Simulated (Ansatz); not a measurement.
**Au₂S: computed property card**

Au2S:
```cif
data_Au4S2
_chemical_formula_sum 'S2 Au4'
_space_group_name_H-M_alt 'Pn-3m :1'
_space_group_IT_number 224
_space_group_name_Hall 'P 4n 2 3 -1n'
_cell_length_a 5.27829
_cell_length_b 5.27829
_cell_length_c 5.27829
_cell_angle_alpha 90.000
_cell_angle_beta 90.000
_cell_angle_gamma 90.000
loop_
_atom_site_label
_atom_site_type_symbol
_atom_site_symmetry_multiplicity
_atom_site_Wyckoff_symbol
_atom_site_fract_x
_atom_site_fract_y
_atom_site_fract_z
_atom_site_occupancy
S1 S 2 a 0.00000 0.00000 0.00000 1
Au1 Au 4 c 0.75000 0.75000 0.75000 1
```

Space group Pn-3m (No. 224); conventional cell a = b = c = 5.278 Å, α = β = γ = 90.00°.

Method: r²SCAN (plane waves, PAW; program Ansatz). Geometry: relaxed at this level of theory. Other levels are named where they apply.

### Cell and energy

```
Property                                                      Result
-----------------------------------------------------  -------------
Volume per atom                                             24.51 Å³
Density                                                   9.62 g/cm³
Formation energy from the elements (no fitted shifts)  -0.11 eV/atom
```

### Electronic structure

```
Property                                                                                                                       Value
-------------------------------------------------------------------------  ---------------------------------------------------------
Band gap                                                                                                            2.43 eV (direct)
Valence-band maximum                                                                                                            at Γ
Conduction-band minimum                                                                                                         at Γ
Electron effective mass, band 1 of 2 at the edge                           0.45 along [100], 0.29 along [110], 0.21 along [111] (mₑ)
Electron effective mass, band 2 of 2 at the edge                           0.14 along [100], 0.17 along [110], 0.21 along [111] (mₑ)
Electron effective mass with spin–orbit coupling, band 1 of 2 at the edge  0.52 along [100], 0.31 along [110], 0.23 along [111] (mₑ)
Electron effective mass with spin–orbit coupling, band 2 of 2 at the edge  0.13 along [100], 0.16 along [110], 0.20 along [111] (mₑ)
Hole effective mass, band 1 of 3 at the edge                                  2.9 along [100], 2.9 along [110], 6.2 along [111] (mₑ)
Hole effective mass, band 2 of 3 at the edge                                2.9 along [100], 0.66 along [110], 0.33 along [111] (mₑ)
Hole effective mass, band 3 of 3 at the edge                               0.18 along [100], 0.23 along [110], 0.33 along [111] (mₑ)
Hole effective mass with spin–orbit coupling                                                                     0.44 mₑ (isotropic)
HSE06 gap on the r²SCAN cell                                                                                                 2.90 eV
Gap with spin–orbit coupling                                                                                                 1.99 eV
```

### Mechanics

```
Quantity                              Result
----------------------------------  --------
Bulk modulus (Birch–Murnaghan fit)  78.3 GPa
Pressure derivative B′                   5.2
```

### Charges

```
Item                         Value
-------------  -------------------
Bader charges  S -0.32, Au +0.16 e
```

The first step of the workflow began from a Materials Project structure, measured or hypothetical; the Crystallography Open Database files this formula in space group No. 224, but the cells were not matched. Its standing as an ambient phase is unchecked. Symmetry was held in the r²SCAN relaxation; its stability against distortions is not shown here. The references are the lowest solids computed at this level, not always the standard phases. Spin–orbit coupling is left out wherever it is not named.

Potentials: the later of the program's two PAW sets.
